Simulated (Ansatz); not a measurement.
# Notes on YCd$_{4}$As$_{3}$

```yaml
crystal:
  lattice:
    - [4.36093, 0.00000, 0.00000]
    - [0.00000, 4.36093, 0.00000]
    - [0.00000, 0.00000, 10.45595]
  atoms:
    - { symbol: Y, position: [0.00000, 0.00000, 0.50000] }
    - { symbol: Cd, position: [0.00000, 0.50000, 0.16323] }
    - { symbol: Cd, position: [0.50000, 0.00000, 0.16323] }
    - { symbol: Cd, position: [0.00000, 0.50000, 0.83677] }
    - { symbol: Cd, position: [0.50000, 0.00000, 0.83677] }
    - { symbol: As, position: [0.50000, 0.50000, 0.30150] }
    - { symbol: As, position: [0.50000, 0.50000, 0.69850] }
    - { symbol: As, position: [0.00000, 0.00000, 0.00000] }
```

Method: r2SCAN, no spin polarisation; PAW, plane waves to 500 eV, 8×8×4 Γ-centred mesh, fermi-dirac occupations (width 0.1 eV) (Ansatz 0.2.0), atoms fixed.

(1) Where is the largest force?

(2) Metal or insulator?

(3) Give the Bader charges.

(4) What does the stress say?

(5) Describe some of the short contacts.

Origin: a known structure type with other elements, at an estimated volume, so it need not be a known compound. Caveats: atoms or cell far from equilibrium.

Answers

(1) The largest is on As6 (and as large on other atoms): 2.36 eV/Å, components (0.00, 0.00, 2.36). It makes 124° with the line to a nearest neighbour, Cd2 at 2.62 Å.

(2) It is a metal, with about 3.7 states/eV a cell as the mean within 0.25 eV of the Fermi level, mostly Y d (48 %) and Cd s (15 %).

(3) Bader charges in e: Y +1.32, Cd +0.44, As -1.09 to -0.89. In the mean Y gives up most and As takes most.

(4) The pressure is 3.1 GPa (compression positive), so with the atoms held at these fractions the cell would first expand; the forces are large, so a full relaxation may end otherwise.

(5) Cd–As at 2.62 Å: least valence density 0.37 e/Å³ and ELF 0.36 there. Cd–Cd at 3.08 Å: least valence density 0.16 e/Å³ and ELF 0.17 there. Y–As at 3.72 Å: least valence density 0.06 e/Å³ and ELF 0.08 there. Both are smooth PAW fields, read partly inside the augmentation spheres.
